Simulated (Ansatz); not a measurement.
Relaxed-ion elastic tensor of Zn (hcp (Mg type), P6_3/mmc) in GPa (Voigt order), DFT-PBE in the program Ansatz with PAW potentials; density 7.25 g/cm³, 14.98 Å³ per atom.

```tsv
	1	2	3	4	5	6
1	120	53.1	63.8	0.0	0.0	0.0
2	53.1	120	63.8	0.0	0.0	0.0
3	63.8	63.8	63.7	0.0	0.0	0.0
4	0.0	0.0	0.0	25.9	0.0	0.0
5	0.0	0.0	0.0	0.0	25.9	0.0
6	0.0	0.0	0.0	0.0	0.0	33.5
```

Question: Is the crystal mechanically stable?

Answer: Yes: the smallest eigenvalue of C is 12.9 GPa.

Question: Work out the Voigt, Reuss and Hill averages.

Answer: K_V = 73.9, K_R = 63.7, K_H = 68.8; G_V = 25.3, G_R = 17.2, G_H = 21.3 GPa.

Question: Give Young's modulus, Poisson's ratio, Pugh's ratio and the universal anisotropy index.

Answer: E = 9KG/(3K + G) = 57.8 GPa; ν = 0.36; K/G = 3.24 (ductile by the Pugh limit of 1.75); A_U = 5G_V/G_R + K_V/K_R − 6 = 2.50.

Question: Estimate the sound speeds and the Debye temperature.

Answer: v_l = √((K + 4G/3)/ρ) = 3660 m/s, v_t = √(G/ρ) = 1710 m/s, mean 1930 m/s; Θ = (h/k)(3n/4πV)^(1/3) v_m = 233 K.

Question: Solve the Christoffel equation for the three sound speeds along x, y, z.

Answer: Eigenvalues of C_ijkl n_j n_l equal ρv². In km/s, slowest first: x 1.89, 2.15, 4.07; y 1.89, 2.15, 4.07; z 1.89, 1.89, 2.96.

Question: How much does each axis shrink under pressure?

Answer: Linear compressibilities β_i = Σ_j S_ij (j = 1 to 3): x -0.034, y -0.034, z 16 per TPa.

The PBE relaxation kept the symmetry of its start. As this level gives no gap, shear constants depend on the k-mesh and smearing (Fermi–Dirac, 0.1 eV here). On the denser mesh and wider smearing of the elastic run this cell carries a stress of 1.3 GPa.

Potentials: the later of the program's two PAW sets.
